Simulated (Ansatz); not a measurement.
Se:
```xyz
2
Lattice="0.0000 3.1109 3.1109 3.1109 0.0000 3.1109 3.1109 3.1109 0.0000" Properties=species:S:1:pos:R:3 pbc="T T T"
Se     0.0000     0.0000     0.0000
Se     1.5555     1.5555     1.5555
```

Relaxed with PBEsol. Special points in fractions of this cell's reciprocal vectors: Γ (0.000, 0.000, 0.000); X (0.500, 0.000, 0.500); U (0.625, 0.250, 0.625); K (0.375, 0.375, 0.750); L (0.500, 0.500, 0.500); W (0.500, 0.250, 0.750).

List the band energies nearest the Fermi level at these points for PBEsol with spin–orbit coupling (plane waves, PAW; program Ansatz).

In eV from the Fermi level; about four levels below and three above (degenerate sets whole), none deeper than 8.9 eV; points with the same levels are listed once.

```
k                    below                          above
-  -----------------------  -----------------------------
Γ  -0.71 -0.71 -0.71 -0.71  4.17 4.17 7.58 7.58 7.58 7.58
X  -2.05 -2.05 -2.05 -2.05            2.31 2.31 2.31 2.31
U  -2.22 -2.22 -0.67 -0.67            1.66 1.66 1.74 1.74
L  -4.28 -4.28 -4.20 -4.20            0.14 0.14 0.41 0.41
W  -1.31 -1.31 -1.04 -1.04            1.44 1.44 1.54 1.54
```

Space group Fd-3m (diamond). The start of the workflow was typed in or built on a structure type; neither database checked (COD, Materials Project) lists it. It is not the phase usual at ambient conditions (space group No. 152). The cell was relaxed with PBEsol under the symmetry of its start. At this level the phase is dynamically unstable (imaginary phonons). The volume moved by 22 % from the start of the relaxation.

Potentials: the later of the program's two PAW sets.
